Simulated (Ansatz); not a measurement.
Input:

TaAl3:
```
CELL_PARAMETERS angstrom
     -1.89796     1.89796     4.22030
      1.89796    -1.89796     4.22030
      1.89796     1.89796    -4.22030
ATOMIC_POSITIONS crystal
  Ta 0.00000 0.00000 0.00000
  Al 0.50000 0.50000 0.00000
  Al 0.75000 0.25000 0.50000
  Al 0.25000 0.75000 0.50000
```

This is the LDA-relaxed structure.

All from the program Ansatz at the LDA level (PAW), unless another level is named. Predict the highest zone-centre frequency.

364 cm⁻¹.

Predict the bulk modulus (Birch–Murnaghan fit).

144 GPa.

Space group I4/mmm. The workflow started from a Materials Project entry (that database holds measured and hypothetical structures alike); the Crystallography Open Database files this formula in space group No. 139, but the cells were not matched. Whether it is the stable phase at ambient conditions was not checked. The cell was relaxed with LDA under the symmetry of its start; of distortions, only those at the zone centre were tested. The run is not spin-polarised. As this level gives no gap, phonon frequencies hold no LO–TO term and depend on the k-mesh and smearing (Fermi–Dirac, 0.1 eV here). Spin–orbit coupling is left out wherever it is not named.

Potentials: the later of the program's two PAW sets.
